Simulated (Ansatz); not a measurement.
Pd (fcc, Cu type)

```yaml
crystal:
  lattice:
    - [0.00000, 1.97138, 1.97138]
    - [1.97138, 0.00000, 1.97138]
    - [1.97138, 1.97138, 0.00000]
  atoms:
    - { symbol: Pd, position: [0.00000, 0.00000, 0.00000] }
```

The slice is a {111} plane (indices of the conventional cell) through the point (0.000, 0.000, 0.000) (fractional), spanned by u = [100] and v = [-1 2 0] in vectors of this cell: u (2.79 Å) and v (4.83 Å, at 90° to u). It covers one period; positions are fractions (u, v).

The numbers are results of PBE (plane waves to 420 eV, PAW, scalar-relativistic; Ansatz, a program for electronic structure), not measurements. k mesh 20×20×20. Inside the PAW spheres the values are not all-electron values, and peaks at nuclei hang on which shells count as valence. Pd is run without spin polarisation. Pd was relaxed with its symmetry unable to fall.

Three fields on this plane, each scaled to ten steps between its own extremes (0 low, 9 high; the total valence density on a logarithmic scale, the potential cut 8 eV below its top; x marks points blanked near nuclei; v = 0 in the bottom row):

Map A
```
|xxxxx010xxxx|
|xxxx60106xxx|
|xxx9001009xx|
|xx500111005x|
|000100000100|
|11005xxx5001|
|1009xxxxx900|
|106xxxxxxx60|
|10xxxxxxxxx0|
|11xxxxxxxxx1|
|10xxxxxxxxx0|
|106xxxxxxx60|
|1009xxxxx900|
|11005xxx5001|
|000100000100|
|xx500111005x|
|xxx9001009xx|
|xxxx60106xxx|
|xxxxx010xxxx|
|xxxxx111xxxx|
```

Map B
```
|xxxxx424xxxx|
|xxxx82128xxx|
|xxx9410149xx|
|xx742000247x|
|332223332223|
|00247xxx7420|
|0149xxxxx941|
|128xxxxxxx82|
|24xxxxxxxxx4|
|25xxxxxxxxx5|
|24xxxxxxxxx4|
|128xxxxxxx82|
|0149xxxxx941|
|00247xxx7420|
|332223332223|
|xx742000247x|
|xxx9410149xx|
|xxxx82128xxx|
|xxxxx424xxxx|
|xxxxx525xxxx|
```

Map C
```
|xxxxx585xxxx|
|xxxx07970xxx|
|xxx0599950xx|
|xx258999852x|
|667776667776|
|99852xxx2589|
|9950xxxxx059|
|970xxxxxxx07|
|85xxxxxxxxx5|
|75xxxxxxxxx5|
|85xxxxxxxxx5|
|970xxxxxxx07|
|9950xxxxx059|
|99852xxx2589|
|667776667776|
|xx258999852x|
|xxx0599950xx|
|xxxx07970xxx|
|xxxxx585xxxx|
|xxxxx575xxxx|
```

Question: Assign the maps to these fields: electron localisation function (ELF); valence electron density; electrostatic potential energy of an electron, from the cell's mean.

Answer: A is the electron localisation function (ELF); B is the valence electron density; C is the electrostatic potential energy of an electron, from the cell's mean.
